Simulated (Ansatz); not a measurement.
GaSb:
```
CELL_PARAMETERS angstrom
      4.00535     0.00000     0.00000
     -2.00268     3.46874     0.00000
      0.00000     0.00000     3.63316
ATOMIC_POSITIONS crystal
  Ga 0.00000 0.00000 0.00000
  Sb 0.66667 0.33333 0.50000
```

Relaxed with PBE. Special points in fractions of this cell's reciprocal vectors: Γ (0.000, 0.000, 0.000); M (0.500, 0.000, 0.000); K (0.333, 0.333, 0.000); A (0.000, 0.000, 0.500); L (0.500, 0.000, 0.500); H (0.333, 0.333, 0.500).

Question: List the band energies nearest the Fermi level at these points for PBE (plane waves, PAW; program Ansatz).

Answer: In eV from the Fermi level; about four levels below and three above (degenerate sets whole), none deeper than 8.9 eV; points with the same levels are listed once.

```json
[
 {"k": "Γ", "below": "-1.24 -0.48 -0.10 -0.10", "above": "3.74 3.74 4.44"},
 {"k": "M", "below": "-7.01 -1.90", "above": "0.21 1.48 4.41"},
 {"k": "K", "below": "-7.02 -4.22", "above": "1.98 3.88 4.00"},
 {"k": "A", "below": "-7.62", "above": "1.66 1.66 3.27"},
 {"k": "L", "below": "-8.15 -5.35 -3.99 -3.53", "above": "0.42 2.23 3.58"},
 {"k": "H", "below": "-4.08 -3.73 -1.80 -0.29", "above": "7.59 8.37 9.84"}
]
```

Space group P-6m2. A made-up cell: these elements were put on the sites of a structure type; neither database checked (COD, Materials Project) lists it. It is not the phase usual at ambient conditions (space group No. 216). The cell was relaxed with PBE under the symmetry of its start; whether a distortion lowers the energy is not shown. Spin–orbit coupling is left out wherever it is not named.

Potentials: the earlier of the program's two PAW sets.
